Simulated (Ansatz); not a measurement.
Relaxed-ion elastic tensor of Cu (dhcp (α-La type), P6_3/mmc) in GPa (Voigt order), plane-wave PAW LDA (Ansatz code); density 9.69 g/cm³, 10.89 Å³ per atom.

```
 279   168   120   0.0   0.0   0.0
 168   279   120   0.0   0.0   0.0
 120   120   318   0.0   0.0   0.0
 0.0   0.0   0.0  49.8   0.0   0.0
 0.0   0.0   0.0   0.0  49.8   0.0
 0.0   0.0   0.0   0.0   0.0  55.5
```

Q: Is the crystal mechanically stable?

A: Yes: the smallest eigenvalue of C is 49.8 GPa.

Q: Work out the Voigt, Reuss and Hill averages.

A: K_V = 188, K_R = 188, K_H = 188; G_V = 62.2, G_R = 58.0, G_H = 60.1 GPa.

Q: Give Young's modulus, Poisson's ratio, Pugh's ratio and the universal anisotropy index.

A: E = 9KG/(3K + G) = 163 GPa; ν = 0.36; K/G = 3.12 (ductile by the Pugh limit of 1.75); A_U = 5G_V/G_R + K_V/K_R − 6 = 0.36.

Q: Estimate the sound speeds and the Debye temperature.

A: v_l = √((K + 4G/3)/ρ) = 5260 m/s, v_t = √(G/ρ) = 2490 m/s, mean 2800 m/s; Θ = (h/k)(3n/4πV)^(1/3) v_m = 376 K.

Q: Solve the Christoffel equation for the three sound speeds along x, y, z.

A: Eigenvalues of C_ijkl n_j n_l equal ρv². In km/s, slowest first: x 2.27, 2.39, 5.36; y 2.27, 2.39, 5.36; z 2.27, 2.27, 5.72.

Q: How much does each axis shrink under pressure?

A: Linear compressibilities β_i = Σ_j S_ij (j = 1 to 3): x 1.7, y 1.7, z 1.8 per TPa.

The first step of the workflow began from a Materials Project structure, measured or hypothetical; the Crystallography Open Database copy checked does not list it. It is not the phase usual at ambient conditions (space group No. 225). The cell was relaxed with LDA under the symmetry of its start; of distortions, only those at the zone centre were tested. No spin polarisation was allowed. As this level gives no gap, shear constants depend on the k-mesh and smearing (Fermi–Dirac, 0.1 eV here). On the denser mesh and wider smearing of the elastic run this cell carries a stress of 0.4 GPa.

Potentials: the earlier of the program's two PAW sets.
